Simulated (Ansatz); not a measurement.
MoS$_{2}$ in space group R3m (No. 160; Mo on 3a, S on 3a, S on 3a), LDA in the plane-wave PAW code Ansatz, all energies at zero smearing, with the estimated change up to a 700 eV cutoff added, with one set of potentials and settings (totals compare only within such a set). Cell of 3 atoms (1 Mo, 2 S): -6584.918 eV.

```
element             reference phase  E (eV/atom)
-------  --------------------------  -----------
Mo       Im-3m, 1 atoms in the cell   -4842.8866
S        Fddd, 32 atoms in the cell    -869.4936
```

Formation energy per atom, worked out: (-6584.918 − 1×(-4842.8866) − 2×(-869.4936))/3 = -1.015 eV/atom (-98 kJ per mol of atoms), at 0 K, without zero-point energy or fitted corrections.

Symmetry was held in the LDA relaxation; of distortions, only those at the zone centre were tested. The run is not spin-polarised. A crystal of weakly bound layers computed without a dispersion correction: the cell and the soft elastic constants depend strongly on that. The references are the lowest solids computed at this level, not always the standard phases.

Potentials: the earlier of the program's two PAW sets.
